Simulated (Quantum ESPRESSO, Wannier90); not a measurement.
Wannierisation of W (bcc (W type))

```xyz
1
Lattice="-1.5852 1.5852 1.5852 1.5852 -1.5852 1.5852 1.5852 1.5852 -1.5852" Properties=species:S:1:pos:R:3 pbc="T T T"
W      0.0000     0.0000     0.0000
```

Materials Project entry mp-91; symmetrised, unrelaxed at this level. This is the element's usual structure. Level: PBEsol, no spin polarisation, no spin-orbit coupling; pw.x of Quantum ESPRESSO at 60 Ry with PseudoDojo potentials, 12×12×12 k-points, Wannier90. Density: 18×18×18 mesh, cold smearing 0.01 Ry. Spin-orbit coupling is left out although heavy elements are present.

Functional, cutoff and mesh named above are those of the base row (PBEsol); the first column says what each row takes instead. Model: 9 functions from bands 5-21, start hydrogen-like W: s;p;d, disentangled but not localised (num_iter = 0), frozen window tied to the conduction edge or Fermi level of each row, as listed, which moves Ω_I and hoppings a little by itself. Energies are relative to the Fermi level; the misfit is to pw.x on a path, for states up to 1.0 eV relative to the Fermi level. The functional changes, each with its own PseudoDojo files and their cutoffs, on the same cell. The disentangled Ω_I can sit in another minimum from row to row.

```tsv
functional	frozen to (eV)	Ω_I (Å²)	rms misfit (meV)	bottom of band 5 (eV)	on-site W1 pz minus W1 s (eV)	hopping modulus W1 pz – W1 pz, R = 1 1 0 (eV)	hopping modulus W1 pz – W1 dz2, R = 1 1 0 (eV)	hopping modulus W1 px – W1 s, R = 0 0 1 (eV)	hopping modulus W1 s – W1 s, R = 0 1 0 (eV)
LDA	1.50	9.07	2.7	-9.57	7.71	2.730	1.350	1.244	1.235
PBE	1.50	9.11	3.2	-9.62	7.58	2.751	1.372	1.247	1.241
PBEsol	1.50	9.09	3.2	-9.63	7.63	2.745	1.368	1.246	1.239
```
